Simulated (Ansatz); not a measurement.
KPH2O4:
```cif
data_H16K8O32P8
_chemical_formula_sum 'K8 H16 P8 O32'
_space_group_name_H-M_alt 'Fdd2'
_space_group_IT_number 43
_space_group_name_Hall 'F 2 -2d'
_cell_length_a 10.51744
_cell_length_b 10.60123
_cell_length_c 6.94504
_cell_angle_alpha 90.000
_cell_angle_beta 90.000
_cell_angle_gamma 90.000
loop_
_atom_site_label
_atom_site_type_symbol
_atom_site_symmetry_multiplicity
_atom_site_Wyckoff_symbol
_atom_site_fract_x
_atom_site_fract_y
_atom_site_fract_z
_atom_site_occupancy
K1 K 8 a 0.25000 0.25000 0.00313 1
H1 H 16 b 0.18402 0.03516 0.37027 1
P1 P 8 a 0.00000 0.00000 0.23365 1
O1 O 16 b 0.03438 0.11608 0.11828 1
O2 O 16 b 0.13500 0.71604 0.12151 1
```
(The calculation used a cell of 16 atoms; values per cell refer to that cell.)

Relaxed with r²SCAN. DFT-r²SCAN in the program Ansatz with PAW potentials gives a gap of 6.27 eV.

### Question
What gap does HSE06 give on the same cell (Ansatz, PAW)?

### Answer
7.42 eV, 1.15 eV more. The hybrid was solved on a coarser mesh and at special points; the gap given is the minimum over both.

```tsv
k	v1 r²SCAN	c1 r²SCAN	v1 HSE06	c1 HSE06
Γ	0.00	6.27	0.00	7.42
T	0.00	8.28	[?]	[?]
Z	-0.15	8.71	-0.16	9.90
Y	-0.16	8.24	[?]	[?]
Λ0	-0.14	8.71	[?]	[?]
G0	-0.09	8.69	[?]	[?]
L	-0.04	8.08	-0.05	9.28
```

### Question
Top valence (v1) and lowest conduction level (c1) in eV from each method's valence maximum (which need not be a listed point): supply the withheld HSE06 values.

### Answer

- Λ0, v1 HSE06: -0.15
- Λ0, c1 HSE06: 9.91
- T, v1 HSE06: 0.00
- T, c1 HSE06: 9.45
- G0, v1 HSE06: -0.09
- G0, c1 HSE06: 9.91
- Y, v1 HSE06: -0.17
- Y, c1 HSE06: 9.41

Cost on shared cores: the r²SCAN run (SCF on a 6×6×6 mesh, then bands and DOS) very roughly 7 core-minutes, the HSE06 run (SCF on 3×3×3, then a few points) around 4 core-minutes (rough); the tasks are unlike.

The first step of the workflow began from a Materials Project structure, measured or hypothetical; the Crystallography Open Database files this formula in space group No. 43, but the cells were not matched. Whether it is the stable phase at ambient conditions was not checked. The r²SCAN relaxation kept the symmetry of its start; whether a distortion lowers the energy is not shown.

Potentials: the earlier of the program's two PAW sets. The files were generated under PBE; for other functionals the program regenerates the frozen cores, and for LDA and PBEsol the local potential too.
